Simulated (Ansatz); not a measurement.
# Is this Zr5TiN6 structure stable?

The structure comes from a generated guess, relaxed at this level; another structure or a mixture of phases may lie lower.

Theory: Ansatz, DFT PBE, scalar-relativistic, plane waves, PAW. Plane waves to 420 eV, a 12×12×4 mesh through Γ for the 12-atom cell and 0.10 eV Gaussian smearing; no spin polarisation.

```yaml
crystal:
  lattice:
    - [3.15507, 0.00000, 0.00000]
    - [-1.57754, 2.73238, 0.00000]
    - [0.00000, 0.00000, 16.31788]
  atoms:
    - { symbol: Zr, position: [0.33333, 0.66667, 0.66103] }
    - { symbol: Zr, position: [0.33333, 0.66667, 0.00000] }
    - { symbol: Zr, position: [0.33333, 0.66667, 0.33897] }
    - { symbol: Zr, position: [0.66667, 0.33333, 0.83054] }
    - { symbol: Zr, position: [0.66667, 0.33333, 0.16946] }
    - { symbol: Ti, position: [0.66667, 0.33333, 0.50000] }
    - { symbol: N, position: [0.00000, 0.00000, 0.57721] }
    - { symbol: N, position: [0.00000, 0.00000, 0.91544] }
    - { symbol: N, position: [0.00000, 0.00000, 0.25388] }
    - { symbol: N, position: [0.00000, 0.00000, 0.74612] }
    - { symbol: N, position: [0.00000, 0.00000, 0.08456] }
    - { symbol: N, position: [0.00000, 0.00000, 0.42279] }
```

The zero of energy is the elements' standard structures at the same level (N₂ as a molecule); no fitted shifts are applied.

Problem. These tests were run: energy against the elements; random kick, then relaxation without symmetry; phonons at Γ. What do they show?

Solution.

```tsv
test	result
energy against the elements	−1.64 eV/atom
random kick, then relaxation without symmetry	returns
phonons at Γ	lowest optical mode 74 cm⁻¹
```

It fails none of these tests. Whether a mixture of other phases lies lower isn't tested here. Phonons away from Γ weren't computed.

The kick test ran on a coarse mesh. The run for the phonons used a 12×12×4 k mesh and Fermi–Dirac smearing of 0.15 eV.
